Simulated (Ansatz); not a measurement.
In r²SCAN (plane waves, PAW; program Ansatz), Ti2AlB2 in the hexagonal phase (P-6m2; Ti on 2h, Al on 1a, B on 1b, B on 1f) relaxes to a = 3.006 Å, c = 7.669 Å. Its formation energy from the elements is -0.83 eV/atom, with no fitted shifts.

Electronic character: metallic (no gap).

An equation-of-state fit gives a bulk modulus of 164 GPa. Bader charges are Ti +1.27, Al -0.75, B -0.91 to -0.88 e.

The start of the workflow was typed in or built on a structure type; neither database checked (COD, Materials Project) lists it. Its standing as an ambient phase is unchecked. Symmetry was held in the r²SCAN relaxation; whether a distortion lowers the energy is not shown. No spin polarisation was allowed. The references are the lowest solids computed at this level, not always the standard phases.

Potentials: the earlier of the program's two PAW sets. The files were generated under PBE; for other functionals the program regenerates the frozen cores, and for LDA and PBEsol the local potential too.
